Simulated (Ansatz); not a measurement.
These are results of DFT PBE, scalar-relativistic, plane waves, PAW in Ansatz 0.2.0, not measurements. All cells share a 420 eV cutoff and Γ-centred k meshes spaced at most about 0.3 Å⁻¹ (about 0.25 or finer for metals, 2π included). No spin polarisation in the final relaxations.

Temperature and zero-point effects are left out. All come from trial cells, and lower structures may exist.

Question: Order these relaxed structures of Ga₄RuPt by energy, lowest first, with the energy over the lowest of them.
A.

```cif
data_structure
_symmetry_space_group_name_H-M 'P-43m'
_symmetry_Int_Tables_number 215
_cell_length_a 5.4592
_cell_length_b 5.4592
_cell_length_c 5.4592
_cell_angle_alpha 90.000
_cell_angle_beta 90.000
_cell_angle_gamma 90.000
_cell_volume 162.70
loop_
_atom_site_label
_atom_site_type_symbol
_atom_site_symmetry_multiplicity
_atom_site_Wyckoff_symbol
_atom_site_fract_x
_atom_site_fract_y
_atom_site_fract_z
_atom_site_occupancy
Ga1 Ga 4 e 0.25199 0.25199 0.74801 1
Ru1 Ru 1 b 0.50000 0.50000 0.50000 1
Pt1 Pt 1 a 0.00000 0.00000 0.00000 1
```

B.

```cif
data_structure
_symmetry_space_group_name_H-M 'F-43m'
_symmetry_Int_Tables_number 216
_cell_length_a 7.1774
_cell_length_b 7.1774
_cell_length_c 7.1774
_cell_angle_alpha 90.000
_cell_angle_beta 90.000
_cell_angle_gamma 90.000
_cell_volume 369.74
loop_
_atom_site_label
_atom_site_type_symbol
_atom_site_symmetry_multiplicity
_atom_site_Wyckoff_symbol
_atom_site_fract_x
_atom_site_fract_y
_atom_site_fract_z
_atom_site_occupancy
Ga1 Ga 16 e 0.37499 0.12501 0.87499 1
Ru1 Ru 4 a 0.00000 0.00000 0.00000 1
Pt1 Pt 4 c 0.25000 0.25000 0.25000 1
```

Answer: B (0 meV/atom), A (14 meV/atom). Forms: B F-43m; A P-43m. Counting all near atoms (those within 1.25 times the shortest distance at each site; a plus sign parts nearer from farther groups): B has Ga 6+6, Ru 16, Pt 16; A has Ga 2, Ru 4, Pt 4. Even the lowest lies +0.26 eV/atom against the elements.

For metals, differences of a few meV/atom aren't resolved. These runs have no spin–orbit coupling, which can matter for Pt. Cells relaxed within their symmetry can be saddle points. Some structure types and database cells were kept out of the candidates from the start, so a known form may be missing.
